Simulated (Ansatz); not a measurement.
# Band table of InF (zincblende type)

```
In F
1.0
     0.00000    2.92045    2.92045
     2.92045    0.00000    2.92045
     2.92045    2.92045    0.00000
In F
1 1
Cartesian
  0.0000 0.0000 0.0000
  1.4602 1.4602 1.4602
```

The cell comes from a relaxation on PAW files under the same functional, begun from a prototype that needn't be the stable phase.

All numbers are PBEsol results (scalar-relativistic) from Ansatz 0.2.0, with a Γ-centred 14×14×14 k mesh, Fermi–Dirac smearing of 0.08 eV, no spin polarisation. Methods: LAPW: all electrons, basis error target 1 meV/atom.

Path points, in fractions of the reciprocal vectors: Γ (0.000, 0.000, 0.000), X (-0.500, -0.500, 0.000), U (-0.375, -0.375, 0.250), K (-0.375, 0.000, 0.375), L (0.000, 0.000, 0.500), W (-0.500, -0.250, 0.250). The distance column jumps between branches of the path. Levels in eV from the valence-band top; bands 5 to 16, counted from the lowest band of the run. The gap is 1.41 eV, the pressure 0.03 GPa.

```
# k(1/Å) point b5 b6 b7 b8 b9 b10 b11 b12 b13 b14 b15 b16
0.000 Γ -22.44 -13.49 -13.49 -13.49 -13.43 -13.43 -4.24 -3.96 -3.96 -3.96 6.46 6.46
0.154 - -22.44 -13.49 -13.49 -13.49 -13.43 -13.43 -4.54 -3.98 -3.98 -3.58 6.05 6.38
0.307 - -22.43 -13.48 -13.48 -13.48 -13.43 -13.42 -4.87 -4.04 -4.04 -3.02 5.20 6.19
0.461 - -22.42 -13.46 -13.46 -13.46 -13.44 -13.42 -5.12 -4.13 -4.13 -2.39 4.29 5.98
0.615 - -22.41 -13.46 -13.44 -13.44 -13.43 -13.41 -5.31 -4.23 -4.23 -1.72 3.39 5.80
0.768 - -22.41 -13.46 -13.42 -13.42 -13.41 -13.41 -5.42 -4.32 -4.32 -1.02 2.55 5.68
0.922 - -22.40 -13.47 -13.41 -13.41 -13.40 -13.40 -5.49 -4.38 -4.38 -0.36 1.80 5.61
1.076 X -22.40 -13.47 -13.41 -13.41 -13.40 -13.40 -5.51 -4.40 -4.40 0.00 1.41 5.58
1.130 - -22.40 -13.47 -13.41 -13.41 -13.40 -13.39 -5.51 -4.41 -4.40 0.00 1.43 5.46
1.184 - -22.40 -13.47 -13.42 -13.41 -13.40 -13.39 -5.50 -4.43 -4.40 0.00 1.48 5.20
1.239 - -22.40 -13.46 -13.42 -13.41 -13.40 -13.38 -5.49 -4.46 -4.39 -0.01 1.56 4.89
1.293 - -22.40 -13.46 -13.43 -13.41 -13.40 -13.37 -5.48 -4.50 -4.37 -0.02 1.67 4.57
1.347 - -22.40 -13.46 -13.43 -13.42 -13.41 -13.37 -5.47 -4.54 -4.35 -0.04 1.81 4.27
1.402 - -22.40 -13.46 -13.43 -13.42 -13.41 -13.36 -5.45 -4.58 -4.33 -0.07 1.97 3.98
1.456 U -22.40 -13.46 -13.43 -13.42 -13.41 -13.36 -5.45 -4.61 -4.31 -0.12 2.14 3.73
2.115 K -22.40 -13.46 -13.43 -13.42 -13.41 -13.36 -5.45 -4.61 -4.31 -0.12 2.14 3.73
2.278 - -22.40 -13.47 -13.43 -13.42 -13.42 -13.35 -5.44 -4.62 -4.23 -0.41 2.63 3.38
2.441 - -22.41 -13.47 -13.45 -13.42 -13.42 -13.37 -5.44 -4.51 -4.15 -0.95 2.87 3.86
2.604 - -22.41 -13.47 -13.46 -13.43 -13.42 -13.39 -5.38 -4.34 -4.08 -1.63 3.28 4.63
2.767 - -22.42 -13.47 -13.47 -13.44 -13.43 -13.41 -5.21 -4.18 -4.03 -2.33 3.97 5.40
2.930 - -22.43 -13.48 -13.48 -13.47 -13.43 -13.42 -4.93 -4.06 -3.99 -2.98 4.90 6.01
3.093 - -22.44 -13.49 -13.49 -13.48 -13.43 -13.43 -4.57 -3.99 -3.97 -3.56 5.91 6.36
3.256 Γ -22.44 -13.49 -13.49 -13.49 -13.43 -13.43 -4.24 -3.96 -3.96 -3.96 6.46 6.46
3.389 - -22.44 -13.49 -13.49 -13.49 -13.43 -13.43 -4.50 -3.97 -3.97 -3.66 6.04 6.45
3.522 - -22.43 -13.48 -13.48 -13.47 -13.43 -13.43 -4.82 -3.99 -3.99 -3.21 5.17 6.44
3.655 - -22.43 -13.48 -13.48 -13.45 -13.42 -13.42 -5.10 -4.03 -4.03 -2.73 4.21 6.40
3.788 - -22.42 -13.47 -13.47 -13.43 -13.42 -13.42 -5.32 -4.06 -4.06 -2.23 3.32 6.35
3.921 - -22.41 -13.47 -13.47 -13.41 -13.41 -13.41 -5.50 -4.09 -4.09 -1.74 2.55 6.30
4.054 - -22.41 -13.47 -13.47 -13.41 -13.41 -13.39 -5.60 -4.12 -4.12 -1.35 1.99 6.26
4.187 L -22.41 -13.47 -13.47 -13.40 -13.40 -13.38 -5.64 -4.12 -4.12 -1.19 1.77 6.24
4.296 - -22.41 -13.47 -13.47 -13.41 -13.40 -13.38 -5.63 -4.16 -4.13 -1.13 1.81 5.96
4.405 - -22.41 -13.47 -13.46 -13.41 -13.41 -13.37 -5.59 -4.27 -4.16 -0.97 1.91 5.35
4.513 - -22.41 -13.47 -13.45 -13.42 -13.41 -13.37 -5.54 -4.40 -4.20 -0.74 2.07 4.69
4.622 - -22.40 -13.47 -13.45 -13.42 -13.41 -13.36 -5.48 -4.51 -4.26 -0.49 2.28 4.11
4.731 - -22.40 -13.46 -13.44 -13.42 -13.41 -13.35 -5.44 -4.57 -4.34 -0.25 2.45 3.74
4.839 - -22.40 -13.46 -13.45 -13.42 -13.41 -13.35 -5.42 -4.56 -4.42 -0.08 2.50 3.67
4.948 W -22.40 -13.45 -13.45 -13.42 -13.41 -13.35 -5.41 -4.53 -4.48 -0.01 2.48 3.75
5.025 - -22.40 -13.45 -13.45 -13.42 -13.41 -13.35 -5.42 -4.52 -4.48 -0.01 2.38 3.88
5.102 - -22.40 -13.46 -13.45 -13.41 -13.40 -13.36 -5.43 -4.50 -4.47 -0.01 2.16 4.18
5.179 - -22.40 -13.46 -13.44 -13.41 -13.40 -13.36 -5.45 -4.48 -4.45 -0.01 1.92 4.55
5.255 - -22.40 -13.46 -13.43 -13.41 -13.40 -13.37 -5.47 -4.45 -4.44 -0.01 1.71 4.93
5.332 - -22.40 -13.46 -13.42 -13.41 -13.40 -13.38 -5.49 -4.43 -4.42 0.00 1.54 5.20
5.409 - -22.40 -13.47 -13.41 -13.41 -13.40 -13.39 -5.50 -4.41 -4.41 0.00 1.44 5.45
5.486 X -22.40 -13.47 -13.41 -13.41 -13.40 -13.40 -5.51 -4.40 -4.40 0.00 1.41 5.58
```
